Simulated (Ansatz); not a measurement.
**5 guesses for Zr₃SnSe and where they end**

These are results of Ansatz 0.2.0, DFT PBE, scalar-relativistic, plane waves, PAW, not measurements. Settings: cutoff 420 eV, Γ-centred meshes spaced at most about 0.3 Å⁻¹, and about 0.25 Å⁻¹ or finer for metals (2π included), Gaussian smearing. Collinear spin in cells that started with moments and kept them past the coarse steps, no spin elsewhere.

Each guess was relaxed in cell and atoms at zero pressure, within the symmetry of its start. All energies are static (0 K, no zero-point motion). Coordination counts Sn or Zr atoms around Se (for each partner element, those within 1.25 times its shortest distance or 1.15 times the sum of covalent radii, where it is the nearest in units of that sum or under 1.3; the shortest distance is added where it is long for a bond).

```csv
guess,made from,start group,V start (Å³/atom),end group,V end (Å³/atom),coordination at the end,gap on mesh (eV),E over the lowest end (meV/atom)
1,random cell,Pm-3m,20.7,?,?,?,?,?
2,random cell,P4/mmm,41.4,P4/mmm,30.1,Se 6,0,762
3,KHgF3 type,Cmmm,18.7,Cmmm,30.1,Se 2,0,1044
4,random cell,Pm-3m,22.6,Pm-3m (antiperovskite),24.7,Se 6,0,362
5,CeBPt3 type,P4mm,20.1,P4mm,25.6,Se 5,0,0
```

Guess 1 as it starts:

```xyz
5
Lattice="4.6962 0.0000 0.0000 0.0000 4.6962 0.0000 0.0000 0.0000 4.6962" Properties=species:S:1:pos:R:3 pbc="T T T"
Zr    2.3481    0.0000    0.0000
Zr    0.0000    2.3481    0.0000
Zr    0.0000    0.0000    2.3481
Sn    0.0000    0.0000    0.0000
Se    2.3481    2.3481    2.3481
```

Q: Predict the end of this guess and its energy over the lowest end.

A: It ends in the antiperovskite type, space group Pm-3m (No. 221), with a = 5.315 Å, 30.0 Å³/atom and no gap. It lies 1.40 eV/atom over the lowest end, above guess 3 and so the highest of the set. Counting Sn or Zr atoms around Se, this end has Se 12 from 3.8 Å and the lowest (guess 5) has Se 5.

```xyz
5
Lattice="5.3146 0.0000 0.0000 0.0000 5.3146 0.0000 0.0000 0.0000 5.3146" Properties=species:S:1:pos:R:3 pbc="T T T"
Zr    2.6573    0.0000    0.0000
Zr    0.0000    2.6573    0.0000
Zr    0.0000    0.0000    2.6573
Sn    0.0000    0.0000    0.0000
Se    2.6573    2.6573    2.6573
```

Formation energies are uncorrected and refer to the elements' standard structures at the same level. The references include grey tin.

Q: Is the lowest end bound against the elements?

A: Yes: its formation energy is −0.53 eV/atom. Whether it is stable depends on the other phases of the system, which aren't compared here.

A magnetic state wasn't ruled out in cells without spin, among them P4/mmm. The reference form of Se is held partly by dispersion forces, which this level lacks. Cells relaxed within their symmetry can be saddle points. A lower structure may well exist outside this small set. Some types were kept out of the candidates beforehand, so the set may lack a known form.
